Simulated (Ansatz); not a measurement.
The relaxed structure here is a generated cell of CsHgI3: the first start was made by placing the elements on the sites of a structure type, and the end was not matched to a known phase here, so it may be hypothetical.

The start is a generated cell, CsHgI3 placed in the GdFeO3 structure type. The cell and all atomic positions are relaxed at zero pressure with r2SCAN (plane waves to 500 eV, PAW, scalar-relativistic; Ansatz, a first-principles code). The first steps use a coarse 3×2×3 k-mesh.

Input geometry:
```
CELL_PARAMETERS angstrom
      8.40798     0.00000     0.00000
      0.00000    11.86365     0.00000
      0.00000     0.00000     8.37992
ATOMIC_POSITIONS crystal
  Cs 0.48770 0.25000 0.99160
  Cs 0.98770 0.25000 0.50840
  Cs 0.51230 0.75000 0.00840
  Cs 0.01230 0.75000 0.49160
  Hg 0.00000 0.00000 0.00000
  Hg 0.50000 0.50000 0.50000
  Hg 0.00000 0.50000 0.00000
  Hg 0.50000 0.00000 0.50000
  I  0.03130 0.25000 0.05860
  I  0.53130 0.25000 0.44140
  I  0.96870 0.75000 0.94140
  I  0.46870 0.75000 0.55860
  I  0.28800 0.53700 0.21300
  I  0.78800 0.96300 0.28700
  I  0.71200 0.03700 0.78700
  I  0.21200 0.46300 0.71300
  I  0.71200 0.46300 0.78700
  I  0.21200 0.03700 0.71300
  I  0.28800 0.96300 0.21300
  I  0.78800 0.53700 0.28700
```

Q: How much energy is released per atom?

A: 0.050 eV/atom.

Q: How does the volume per atom move from start to end?

A: +11.3 %, from 41.79 to 46.51 Å³/atom.

Q: How do the shortest distances between atoms change?

A: The closest pairs of elements (up to four, under 3.6 Å), start → end: Hg–I 3.02 → 2.70 Å; Cs–I 3.59 → 3.94 Å.

Q: What band gap does the relaxed structure have at this level?

A: 1.22 eV, direct at Γ (no spin-orbit coupling).

The space group stays Pnma (No. 62) (the run could not lower it); the end is AFLOW prototype AB3C_oP20_62_c_cd_a (as in CaTiO3), with 20 atoms in the primitive cell. Final values are on a 4×2×3 k-mesh of the relaxed cell. No spin polarisation in the result. Without spin-orbit coupling the bands of the heavy element are not split, so the gap can be far off.

The run could not lose the symmetry of its start, so the end can be a saddle point.
